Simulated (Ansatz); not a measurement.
**Structures of Al2Te: which is lowest?**

Plane-wave DFT in Ansatz with scalar-relativistic PAW potentials, cutoff 420 eV, Γ-centred meshes chosen by cell and gap, Gaussian smearing with energies taken to zero width. Every cell was relaxed (cell and atoms) in a run of its own, within the symmetry of its start. Functional: PBE.

Relaxed structures (starts from databases or built by putting these elements on another compound's sites):
A. I4/mmm, 3 atoms in the computed cell, a = 3.626 Å, c = 9.745 Å; sites (symmetry × multiplicity) Al 4mm × 4, Te 4/mmm × 2; start: built
B. Fm-3m, 3 atoms in the computed cell, a = 7.000 Å; sites (symmetry × multiplicity) Al -43m × 8, Te m-3m × 4; start: built

Task: Rank them by energy. Could pressure change the order?

Result:
| structure | group | E − E(lowest) (meV/atom) | V (Å³/atom) | gap on mesh (eV) |
| --- | --- | --- | --- | --- |
| A | I4/mmm | 0.0 | 21.36 | 0.00 |
| B | Fm-3m | 279 | 28.58 | 0.00 |

A is lowest, 279 meV/atom under B. The lowest is also the densest of these, so pressure wouldn't bring one of the others in at first order. Other structures may lie lower than all of these, and vibrations aren't counted.

Spin-orbit coupling is left out, which matters for the bands of heavy elements.